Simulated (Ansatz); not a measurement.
Given:

SiBi2O5:
```
CELL_PARAMETERS angstrom
      7.58539    -2.74035     0.00000
      7.58539     2.74035     0.00000
      0.00000     0.00000     5.32729
ATOMIC_POSITIONS crystal
  Si 0.67884 0.32116 0.80047
  Si 0.32116 0.67884 0.30047
  Bi 0.61369 0.05558 0.24478
  Bi 0.38631 0.94442 0.74478
  Bi 0.94442 0.38631 0.24478
  Bi 0.05558 0.61369 0.74478
  O  0.25960 0.24136 0.01511
  O  0.74040 0.75864 0.51511
  O  0.75864 0.74040 0.01511
  O  0.24136 0.25960 0.51511
  O  0.73423 0.08197 0.82455
  O  0.26577 0.91803 0.32455
  O  0.91803 0.26577 0.82455
  O  0.08197 0.73423 0.32455
  O  0.46956 0.53044 0.02861
  O  0.53044 0.46956 0.52861
```

This is the PBEsol-relaxed structure. x, y and z are the axes in which the lattice vectors are written.

Q: All from PBEsol in the plane-wave PAW code Ansatz, unless another level is named. Estimate the Young's modulus.

A: 122 GPa.

Q: And the highest zone-centre frequency (without LO–TO term)?

A: 1004 cm⁻¹.

Q: And the elastic constants (relaxed ions, GPa)?

A: C11 = 127, C22 = 151, C33 = 147, C12 = 65.2, C13 = 26.2, C23 = 30.7, C44 = 51.3, C55 = 41.6, C66 = 62.3.

Space group Cmc2_1. The first step of the workflow began from a Materials Project structure, measured or hypothetical; the Crystallography Open Database copy checked does not list it. Whether it is the stable phase at ambient conditions was not checked. The cell was relaxed with PBEsol under the symmetry of its start; of distortions, only those at the zone centre were tested. Scalar-relativistic: spin–orbit coupling is off unless named, which matters more the heavier the elements.

Potentials: the later of the program's two PAW sets.
